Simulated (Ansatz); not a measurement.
LaAg: stiffness from a series of strains

```xyz
2
Lattice="3.7600 0.0000 0.0000 0.0000 3.7600 0.0000 0.0000 0.0000 3.7600" Properties=species:S:1:pos:R:3 pbc="T T T"
La    1.8800    1.8800    1.8800
Ag    0.0000    0.0000    0.0000
```

Atoms are numbered in the order listed.

The cell is COD entry 9008798, as deposited and not checked against the literature; nothing was relaxed.

Spin–orbit coupling is left out, though it moves levels of the heavy atoms by tenths of an eV or more.

Theory: DFT, PBEsol, all-electron LAPW, scalar-relativistic (Ansatz 0.2.0).

Numerical set-up: a Γ-centred 9×9×9 k mesh, Fermi–Dirac smearing of 0.08 eV, basis error target 0.25 meV/atom, no spin polarisation.

The strain is applied along the Cartesian axes of the cell as listed (the other components stay zero). Fractional coordinates are held (clamped ions).

σ is the change of stress from the unstrained cell, which is at -0.28 GPa; tension is positive, so slopes are stress–strain coefficients at that pressure. In a metal the k mesh adds noise.

Only quantities that a quadratic follows smoothly over the whole series are listed; rougher ones are left out.

```tsv
εzz	σzz (GPa)	σxx (GPa)
-0.0200	-1.42	-1.08
-0.0100	-0.71	-0.52
0.0000	0.00	0.00
0.0200	1.41	0.96
```

Q: Fit the series and read off the stiffness at zero strain.

A: Least-squares fits y = p0 + p1 x + p2 x² to the rows give σzz (GPa): p1 = 70.8, p2 = -11; σxx (GPa): p1 = 51, p2 = -150. So C11 = 71 GPa and C12 = 51 GPa, which gives B = (C11 + 2 C12)/3 = 58 GPa.

Q: One run, at εzz = 0.0100, is withheld. Predict its row.

A: The fits give 0.71, 0.50; the run gave 0.71, 0.49.
